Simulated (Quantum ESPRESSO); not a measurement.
MgIn$_{2}$GeP$_{4}$ (made-up cell) (calculated)

All values are calculated (Quantum ESPRESSO 7.5). Calculation on a made-up crystal cell, not a measurement, the moved input of one more run found from cubic fits through the family: the fits match the computed values on one interval only; periodic Kohn-Sham density functional theory in plane waves with PseudoDojo standard norm-conserving scalar-relativistic pseudopotentials, each functional with its own files (v0.5 for PBE, v0.4.1 for LDA and PBEsol), no spin polarisation, no spin-orbit coupling, atoms not relaxed, stress positive in tension, energies less a fixed whole-eV offset for each atom's element; levels are Kohn-Sham levels at fractions of this cell's reciprocal vectors, counted from the reference band (half the neutral cell's valence electrons, rounded up) at Gamma; error bars cover cutoff and k-mesh only, not smearing or the files; added strain carries the atoms with the cell, and shear is the tensor component; each bar is the largest change over components, and at least 0.002 eV, 0.002 eV per angstrom or 0.02 GPa; energies are for the whole cell, and the offsets were chosen from early runs and are not element reference energies.

## MgIn$_{2}$GeP$_{4}$ (made-up cell)

Reference structure:
```
CELL_PARAMETERS angstrom
6.05210 0.06040 -0.04790
0.06040 6.11600 0.01920
-0.04790 0.01920 6.06110
ATOMIC_POSITIONS crystal
Mg 0.99668 0.99943 0.99960
Ge 0.99526 0.50191 0.50147
In 0.51052 0.00289 0.50463
In 0.49741 0.49988 0.00533
P 0.25212 0.24608 0.25123
P 0.24634 0.74303 0.75254
P 0.75180 0.24848 0.74324
P 0.74564 0.75016 0.25070
```

```
lattice type                              : zincblende/diamond
functional                                : pbe
cutoff                                    : 1143 eV
fermi dirac smearing                      : 0.1 eV
scf tolerance                             : 1e-07 eV
electrons removed                         : 0
moved input                               : shift of site 3 along x
moved input in the structure shown        : 0.0576 Å
further run fx on site 3                  : 0.424 eV/Å
further run fx on site 5                  : -0.996 eV/Å
further run fx on site 7                  : 0.399 eV/Å
further run fz on site 5                  : 0.009 eV/Å
k mesh                                    : 6 x 6 x 6, shifted by half a step
structure shown                           : one run of the family, not the further run
moved input of the further run            : -0.0851 Å
interval low                              : -0.08602 Å
interval high                             : -0.08429 Å
energy against integrated force or stress : 0.0004401 eV
error bar energy                          : 0.002747 eV
error bar force                           : 0.002 eV/Å
```

Atoms:
```csv
atoms element,atom site,atom energy offset (eV)
Mg,1,-1617
Ge,2,-2430
In,3,-1808
In,4,-1808
P,5,-189
P,6,-189
P,7,-189
P,8,-189
```

Family:
```csv
moved input (Å),fx on site 3 (eV/Å),fx on site 5 (eV/Å),fx on site 7 (eV/Å),fz on site 5 (eV/Å)
-0.1259,0.689,-1.078,0.337,-0.072
-0.1137,0.61,-1.053,0.355,-0.047
-0.0602,0.26,-0.947,0.439,0.055
0.0576,-0.519,-0.73,0.645,0.243
0.0937,-0.755,-0.668,0.714,0.29
0.1218,-0.937,-0.623,0.768,0.325
```
